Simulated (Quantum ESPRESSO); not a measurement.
# AlGa6InP8: one run as intended and one with a planted mistake

Simulated, not a measurement. The program is pw.x of Quantum ESPRESSO 7.5 (plane-wave density functional theory). The cell is made up: 16 atoms on a doubled zincblende/diamond lattice, with randomly drawn elements, strain and displacements, not relaxed. PseudoDojo standard norm-conserving files (v0.5 for PBE, v0.4.1 for LDA and PBEsol) set the functional; there is no spin polarisation, spin-orbit coupling or dispersion term, and the masses in the input are unused placeholders.

Intended input:

```
&control calculation='scf', pseudo_dir='./dojo.nc.sr.pbe.v0_5.standard.upf', outdir='./o', disk_io='medium', tprnfor=.true., tstress=.true. /
&system ibrav=0, nat=16, ntyp=4, nbnd=73, ecutwfc=79.96652505, nosym=.true., tot_charge=0,
 occupations='smearing', smearing='fd', degauss=0.0018374661
/
&electrons conv_thr=7.350e-09, electron_maxstep=60, /
ATOMIC_SPECIES
Al 1.0 Al.upf
Ga 1.0 Ga.upf
In 1.0 In.upf
P 1.0 P.upf
CELL_PARAMETERS angstrom
5.7083 0.0055 0.0398
0.0055 5.7083 0.0245
0.0796 0.049 11.2218
ATOMIC_POSITIONS angstrom
Al 0.2076 0.111 0.1605
Ga 0.1513 2.8604 2.8266
Ga 2.7689 -0.0552 2.9295
Ga 2.8185 2.6798 0.093
Ga -0.0545 -0.0176 5.5798
In 0.0443 2.8641 8.4275
Ga 2.8258 -0.1064 8.452
Ga 2.9071 2.9682 5.776
P 1.3153 1.5359 1.5863
P 1.4406 4.1484 4.1069
P 4.3583 1.3479 4.247
P 4.3865 4.254 1.3715
P 1.4609 1.4847 6.9579
P 1.416 4.3559 9.9025
P 4.2141 1.5939 9.7672
P 4.3426 4.2758 7.0707
K_POINTS automatic
4 4 2 1 1 1
```

The log is shortened where brackets say so; the opening notice, blank lines, dates and the lines on written files are dropped, and the path of the files is cut. It prints rydbergs, bohrs and kilobars, and counts compression as positive stress.

Log of the intended run:

```
     Program PWSCF v.7.5
     Parallel version (MPI & OpenMP), running on       1 processor cores
     Number of MPI processes:                 1
     Threads/MPI process:                     1
     [start-up lines left out]
     bravais-lattice index     =            0
     lattice parameter (alat)  =      10.7874  a.u.
     unit-cell volume          =    2467.4179 (a.u.)^3
     number of atoms/cell      =           16
     number of atomic types    =            4
     number of electrons       =       134.00
     number of Kohn-Sham states=           73
     kinetic-energy cutoff     =      79.9665  Ry
     charge density cutoff     =     319.8661  Ry
     scf convergence threshold =      7.3E-09
     mixing beta               =       0.7000
     number of iterations used =            8  plain     mixing
     Exchange-correlation= PBE
                           (   1   4   3   4   0   0   0)
     [axes and pseudopotential details left out]
   Cartesian axes
     site n.     atom                  positions (alat units)
         1        Al     tau(   1) = (   0.0363672   0.0194449   0.0281163  )
         2        Ga     tau(   2) = (   0.0265046   0.5010825   0.4951614  )
         3        Ga     tau(   3) = (   0.4850536  -0.0096699   0.5131874  )
         4        Ga     tau(   4) = (   0.4937425   0.4694451   0.0162917  )
         5        Ga     tau(   5) = (  -0.0095473  -0.0030832   0.9774647  )
         6        In     tau(   6) = (   0.0077604   0.5017306   1.4763224  )
         7        Ga     tau(   7) = (   0.4950213  -0.0186391   1.4806143  )
         8        Ga     tau(   8) = (   0.5092634   0.5199668   1.0118349  )
         9        P      tau(   9) = (   0.2304132   0.2690577   0.2778867  )
        10        P      tau(  10) = (   0.2523631   0.7267133   0.7194433  )
        11        P      tau(  11) = (   0.7634834   0.2361240   0.7439859  )
        12        P      tau(  12) = (   0.7684234   0.7452122   0.2402582  )
        13        P      tau(  13) = (   0.2559192   0.2600885   1.2188791  )
        14        P      tau(  14) = (   0.2480537   0.7630629   1.7347117  )
        15        P      tau(  15) = (   0.7382225   0.2792181   1.7110099  )
        16        P      tau(  16) = (   0.7607330   0.7490311   1.2386393  )
     number of k points=    16  Fermi-Dirac smearing, width (Ry)=  0.0018
                       cart. coord. in units 2pi/alat
        k(    1) = (   0.1240065   0.1243439   0.1257505), wk =   0.1250000
        k(    2) = (   0.1257790   0.1254339  -0.1286129), wk =   0.1250000
     [further k points left out]
     Dense  grid:   238417 G-vectors     FFT dimensions: (  64,  64, 125)
     Estimated max dynamical RAM per process >     460.04 MB
     Initial potential from superposition of free atoms
     starting charge     133.9765, renormalised to     134.0000
     Starting wfcs are   99 randomized atomic wfcs
     total cpu time spent up to now is       47.8 secs
     per-process dynamical memory:   277.6 Mb
     Self-consistent Calculation
     iteration #  1     ecut=    79.97 Ry     beta= 0.70
     Davidson diagonalization with overlap
     ethr =  1.00E-02,  avg # of iterations =  3.4
     Threshold (ethr) on eigenvalues was too large:
     Diagonalizing with lowered threshold
     Davidson diagonalization with overlap
     ethr =  4.86E-04,  avg # of iterations =  2.0
     total cpu time spent up to now is      237.1 secs
     total energy              =   -1166.10476421 Ry
     estimated scf accuracy    <       0.66605650 Ry
     iteration #  2     ecut=    79.97 Ry     beta= 0.70
     Davidson diagonalization with overlap
     ethr =  4.97E-04,  avg # of iterations =  3.4
     total cpu time spent up to now is      335.0 secs
     total energy              =   -1166.25181400 Ry
     estimated scf accuracy    <       0.24687383 Ry
     [iterations 3 to 11 left out]
     iteration # 12     ecut=    79.97 Ry     beta= 0.70
     Davidson diagonalization with overlap
     ethr =  3.09E-11,  avg # of iterations =  3.1
     total cpu time spent up to now is     1217.4 secs
     total energy              =   -1166.31163265 Ry
     estimated scf accuracy    <          8.4E-09 Ry
     iteration # 13     ecut=    79.97 Ry     beta= 0.70
     Davidson diagonalization with overlap
     ethr =  6.26E-12,  avg # of iterations =  3.1
     total cpu time spent up to now is     1293.0 secs
     End of self-consistent calculation
     [lines on levels left out]
!    total energy              =   -1166.31163266 Ry
     estimated scf accuracy    <          7.4E-10 Ry
     smearing contrib. (-TS)   =      -0.00000000 Ry
     internal energy E=F+TS    =   -1166.31163266 Ry
     The total energy is F=E-TS. E is the sum of the following terms:
     one-electron contribution =    -596.32727897 Ry
     hartree contribution      =     391.46646726 Ry
     xc contribution           =    -326.02167447 Ry
     ewald contribution        =    -635.42914647 Ry
     convergence has been achieved in  13 iterations
     Forces acting on atoms (cartesian axes, Ry/au):
     atom    1 type  1   force =    -0.07238754   -0.02434501   -0.04325038
     atom    2 type  2   force =    -0.11770689    0.02380083    0.01688916
     atom    3 type  2   force =     0.04644910    0.01263248   -0.03305243
     atom    4 type  2   force =     0.00671358    0.05183865   -0.00199289
     atom    5 type  2   force =     0.02797957   -0.00414745   -0.00501848
     atom    6 type  3   force =     0.02397225    0.01125014    0.00412550
     atom    7 type  2   force =     0.01405467    0.03930053   -0.00615365
     atom    8 type  2   force =     0.00009127   -0.03362405   -0.05079694
     atom    9 type  4   force =     0.09457302   -0.06939196   -0.04983613
     atom   10 type  4   force =     0.01995531    0.04240030    0.09116202
     atom   11 type  4   force =    -0.03087441    0.03747357   -0.00592698
     atom   12 type  4   force =    -0.01992825    0.00731487    0.02561381
     atom   13 type  4   force =     0.02108456   -0.05826369   -0.00812675
     atom   14 type  4   force =     0.03616811    0.00861381    0.03478573
     atom   15 type  4   force =    -0.01721572   -0.09871073    0.05384546
     atom   16 type  4   force =    -0.03292864    0.05385770   -0.02226705
     Total force =     0.299594     Total SCF correction =     0.000075
     Computing stress (Cartesian axis) and pressure
          total   stress  (Ry/bohr**3)                   (kbar)     P=      -18.33
  -0.00016309   0.00001993  -0.00008703          -23.99        2.93      -12.80
   0.00001993  -0.00014211   0.00002526            2.93      -20.91        3.72
  -0.00008703   0.00002526  -0.00006868          -12.80        3.72      -10.10
     init_run     :     44.81s CPU     47.41s WALL (       1 calls)
     electrons    :   1208.39s CPU   1245.23s WALL (       1 calls)
     forces       :     16.82s CPU     17.06s WALL (       1 calls)
     stress       :     48.27s CPU     49.73s WALL (       1 calls)
     [timing details left out]
     PWSCF        :  21m58.87s CPU  22m40.87s WALL
     JOB DONE.
```

A second run has one planted mistake: two atoms have their elements exchanged. The input lines that differ, file-writing options aside:

```
- Ga 2.8258 -0.1064 8.452
+ P 2.8258 -0.1064 8.452
- P 4.2141 1.5939 9.7672
+ Ga 4.2141 1.5939 9.7672
```

Its log:

```
     Program PWSCF v.7.5
     Parallel version (MPI & OpenMP), running on       4 processor cores
     Number of MPI processes:                 4
     Threads/MPI process:                     1
     [start-up lines left out]
     bravais-lattice index     =            0
     lattice parameter (alat)  =      10.7874  a.u.
     unit-cell volume          =    2467.4179 (a.u.)^3
     number of atoms/cell      =           16
     number of atomic types    =            4
     number of electrons       =       134.00
     number of Kohn-Sham states=           73
     kinetic-energy cutoff     =      79.9665  Ry
     charge density cutoff     =     319.8661  Ry
     scf convergence threshold =      7.3E-09
     mixing beta               =       0.7000
     number of iterations used =            8  plain     mixing
     Exchange-correlation= PBE
                           (   1   4   3   4   0   0   0)
     [axes and pseudopotential details left out]
   Cartesian axes
     site n.     atom                  positions (alat units)
         1        Al     tau(   1) = (   0.0363672   0.0194449   0.0281163  )
         2        Ga     tau(   2) = (   0.0265046   0.5010825   0.4951614  )
         3        Ga     tau(   3) = (   0.4850536  -0.0096699   0.5131874  )
         4        Ga     tau(   4) = (   0.4937425   0.4694451   0.0162917  )
         5        Ga     tau(   5) = (  -0.0095473  -0.0030832   0.9774647  )
         6        In     tau(   6) = (   0.0077604   0.5017306   1.4763224  )
         7        P      tau(   7) = (   0.4950213  -0.0186391   1.4806143  )
         8        Ga     tau(   8) = (   0.5092634   0.5199668   1.0118349  )
         9        P      tau(   9) = (   0.2304132   0.2690577   0.2778867  )
        10        P      tau(  10) = (   0.2523631   0.7267133   0.7194433  )
        11        P      tau(  11) = (   0.7634834   0.2361240   0.7439859  )
        12        P      tau(  12) = (   0.7684234   0.7452122   0.2402582  )
        13        P      tau(  13) = (   0.2559192   0.2600885   1.2188791  )
        14        P      tau(  14) = (   0.2480537   0.7630629   1.7347117  )
        15        Ga     tau(  15) = (   0.7382225   0.2792181   1.7110099  )
        16        P      tau(  16) = (   0.7607330   0.7490311   1.2386393  )
     number of k points=    16  Fermi-Dirac smearing, width (Ry)=  0.0018
                       cart. coord. in units 2pi/alat
        k(    1) = (   0.1240065   0.1243439   0.1257505), wk =   0.1250000
        k(    2) = (   0.1257790   0.1254339  -0.1286129), wk =   0.1250000
     [further k points left out]
     Dense  grid:   238417 G-vectors     FFT dimensions: (  64,  64, 125)
     Estimated max dynamical RAM per process >     592.80 MB
     Estimated total dynamical RAM >       2.15 GB
     Initial potential from superposition of free atoms
     starting charge     133.9765, renormalised to     134.0000
     Starting wfcs are   99 randomized atomic wfcs
     total cpu time spent up to now is       11.0 secs
     per-process dynamical memory:   412.0 Mb
     Self-consistent Calculation
     iteration #  1     ecut=    79.97 Ry     beta= 0.70
     Davidson diagonalization with overlap
     ethr =  1.00E-02,  avg # of iterations =  3.5
     Threshold (ethr) on eigenvalues was too large:
     Diagonalizing with lowered threshold
     Davidson diagonalization with overlap
     ethr =  4.44E-04,  avg # of iterations =  2.6
     total cpu time spent up to now is       52.9 secs
     total energy              =   -1165.88299384 Ry
     estimated scf accuracy    <       0.61037449 Ry
     iteration #  2     ecut=    79.97 Ry     beta= 0.70
     Davidson diagonalization with overlap
     ethr =  4.56E-04,  avg # of iterations =  7.2
     total cpu time spent up to now is       79.5 secs
     total energy              =   -1165.47007363 Ry
     estimated scf accuracy    <       3.05692673 Ry
     [iterations 3 to 12 left out]
     iteration # 13     ecut=    79.97 Ry     beta= 0.70
     Davidson diagonalization with overlap
     ethr =  6.02E-11,  avg # of iterations =  4.1
     total cpu time spent up to now is      325.2 secs
     total energy              =   -1166.09706563 Ry
     estimated scf accuracy    <       0.00000008 Ry
     iteration # 14     ecut=    79.97 Ry     beta= 0.70
     Davidson diagonalization with overlap
     ethr =  5.92E-11,  avg # of iterations =  2.1
     total cpu time spent up to now is      345.3 secs
     End of self-consistent calculation
     [lines on levels left out]
!    total energy              =   -1166.09706564 Ry
     estimated scf accuracy    <          3.6E-09 Ry
     smearing contrib. (-TS)   =      -0.00050284 Ry
     internal energy E=F+TS    =   -1166.09656280 Ry
     The total energy is F=E-TS. E is the sum of the following terms:
     one-electron contribution =    -603.81548306 Ry
     hartree contribution      =     395.43594840 Ry
     xc contribution           =    -325.87597535 Ry
     ewald contribution        =    -631.84105279 Ry
     convergence has been achieved in  14 iterations
     Forces acting on atoms (cartesian axes, Ry/au):
     atom    1 type  1   force =    -0.06119107   -0.01984104   -0.02648324
     atom    2 type  2   force =    -0.11728337    0.01581318    0.01495287
     atom    3 type  2   force =     0.04561579    0.01896140   -0.03498416
     atom    4 type  2   force =    -0.00459513    0.03553040    0.02312672
     atom    5 type  2   force =     0.02622119    0.00107455   -0.01100449
     atom    6 type  3   force =     0.03621452    0.00607558   -0.00036158
     atom    7 type  4   force =     0.00706688    0.02131644   -0.00275926
     atom    8 type  2   force =     0.00357365   -0.03867950   -0.05484903
     atom    9 type  4   force =     0.08661257   -0.06128100   -0.03852925
     atom   10 type  4   force =     0.01738541    0.03934418    0.09360424
     atom   11 type  4   force =    -0.02879701    0.04083329    0.00005266
     atom   12 type  4   force =    -0.01273359    0.00554503    0.02381444
     atom   13 type  4   force =     0.02188650   -0.05344453   -0.00968198
     atom   14 type  4   force =     0.04975970    0.02568156    0.00204369
     atom   15 type  2   force =    -0.02569180   -0.09325615    0.03120311
     atom   16 type  4   force =    -0.04404426    0.05632661   -0.01014473
     Total force =     0.283661     Total SCF correction =     0.000226
     Computing stress (Cartesian axis) and pressure
          total   stress  (Ry/bohr**3)                   (kbar)     P=       -7.25
  -0.00007554   0.00001438  -0.00008683          -11.11        2.11      -12.77
   0.00001438  -0.00008922   0.00001960            2.11      -13.12        2.88
  -0.00008683   0.00001960   0.00001695          -12.77        2.88        2.49
     init_run     :     10.18s CPU     10.61s WALL (       1 calls)
     electrons    :    328.28s CPU    334.35s WALL (       1 calls)
     forces       :      4.20s CPU      4.28s WALL (       1 calls)
     stress       :     12.64s CPU     12.96s WALL (       1 calls)
     [timing details left out]
     PWSCF        :   5m55.76s CPU   6m 2.85s WALL
     JOB DONE.
```

|  | intended run | run with the mistake |
| --- | --- | --- |
| free energy (eV) | -15868.478 | -15865.559 |
| smearing term -TS (eV) | 0.0000 | -0.0068 |
| pressure (GPa) | -1.83 | -0.72 |
| largest force component (eV/Å) | 3.026 | 3.015 |
| largest change of a force component (eV/Å) |  | 0.842 |
| iterations | 13 | 14 |

For scale, a rerun of the intended cell at a cutoff of 1377 eV and k mesh 6 x 6 x 4 moved values by no more than 0.020 eV in energy, 0.03 GPa in stress and 0.003 eV/Å in force.